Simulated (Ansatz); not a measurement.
In r²SCAN in the plane-wave PAW code Ansatz, MgAl3N3O in the monoclinic phase (Pm; Pearson symbol mP8) relaxes to a = 5.040 Å, b = 3.147 Å, c = 5.482 Å, β = 90.1°. Mg has 4 nearest neighbours from 1.96 Å (tetrahedral); Al on 1b has 4 nearest neighbours from 1.79 Å (tetrahedral); O has 4 nearest neighbours from 1.94 Å (tetrahedral); N on 1b has 4 nearest neighbours from 1.79 Å (tetrahedral). Its formation energy from the elements is -1.74 eV/atom, with no fitted shifts.

It is gapped at this level: 2.48 eV (direct). The valence maximum lies at Γ and the conduction minimum at Γ. HSE06 on the same cell gives 3.22 eV. The electron mass is 0.29, 0.31, 0.33 mₑ (principal values). The hole mass is 0.39, 7.5, 22 mₑ (principal values).

An equation-of-state fit gives a bulk modulus of 1720 kbar. Bader charges are Mg +1.70, Al +2.49, O -1.78, N -2.48 to -2.44 e.

The start of the workflow was typed in or built on a structure type; neither database checked (COD, Materials Project) lists it. Its standing as an ambient phase is unchecked. The r²SCAN relaxation kept the symmetry of its start; whether a distortion lowers the energy is not shown. The references are the lowest solids computed at this level, not always the standard phases (solids in place of the gases).

Potentials: the earlier of the program's two PAW sets.
